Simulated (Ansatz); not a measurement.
Total density of states per atom from LDA (plane waves, PAW; program Ansatz), in 0.25 eV bins, energy from the Fermi level:

```
E (eV) | states/eV/atom
    -7.85 | ### 0.09
    -7.60 | ### 0.08
    -7.35 | #### 0.13
    -7.10 | ####### 0.22
    -6.85 | ####### 0.21
    -6.60 | ##### 0.15
    -6.35 | ## 0.07
    -6.10 | # 0.04
    -5.85 | #### 0.13
    -5.60 | ######## 0.25
    -5.35 | ############ 0.39
    -5.10 | ############## 0.44
    -4.85 | ############# 0.41
    -4.60 | ########## 0.32
    -4.35 | ########## 0.31
    -4.10 | ############### 0.47
    -3.85 | ############# 0.43
    -3.60 | ################# 0.55
    -3.35 | ################## 0.56
    -3.10 | ################### 0.62
    -2.85 | ######################### 0.80
    -2.60 | ############################## 0.96
    -2.35 | ############################# 0.92
    -2.10 | ############################## 0.96
    -1.85 | ########################## 0.84
    -1.60 | ########################### 0.87
    -1.35 | ########################### 0.87
    -1.10 | ########################### 0.86
    -0.85 | #################### 0.65
    -0.60 | ########## 0.31
    -0.35 | ######## 0.25
    -0.10 | ##### 0.14
     0.15 | ### 0.09
     0.40 | #### 0.12
     0.65 | ###### 0.19
     0.90 | ########### 0.34
     1.15 | #################### 0.65
     1.40 | ############################# 0.93
     1.65 | ###################### 0.71
     1.90 | ####################### 0.73
     2.15 | ########################## 0.82
     2.40 | ############### 0.49
     2.65 | ########## 0.32
     2.90 | ################# 0.53
     3.15 | ################### 0.62
     3.40 | ############### 0.47
     3.65 | #################### 0.63
     3.90 | ########### 0.35
     4.15 | ############# 0.41
     4.40 | #################### 0.65
     4.65 | ################### 0.62
```

Which compound is it?
(A) Mg2Ge, anti-fluorite
(B) Sb2S3, Pnma (Pearson symbol oP20)
(C) Ge2Mo, Pnma (Ge on 4c, Mo on 4c, Ge on 4c)
(D) BAs, Pnma (B on 4c, As on 4c)

C, Ge2Mo, Pnma (Ge on 4c, Mo on 4c, Ge on 4c). Within 0.5 eV of the Fermi level: Mo 4d 82 %, Ge 4p 14 %. Projections are on Löwdin-orthogonalised atomic valence shells; empty p or d shells of many metals are not among them.

The workflow started from an entry of the Crystallography Open Database (COD). Its standing as an ambient phase is unchecked. The LDA relaxation kept the symmetry of its start; whether a distortion lowers the energy is not shown. The run is not spin-polarised. Scalar-relativistic: spin–orbit coupling is off unless named, which matters more the heavier the elements.

Potentials: the later of the program's two PAW sets.
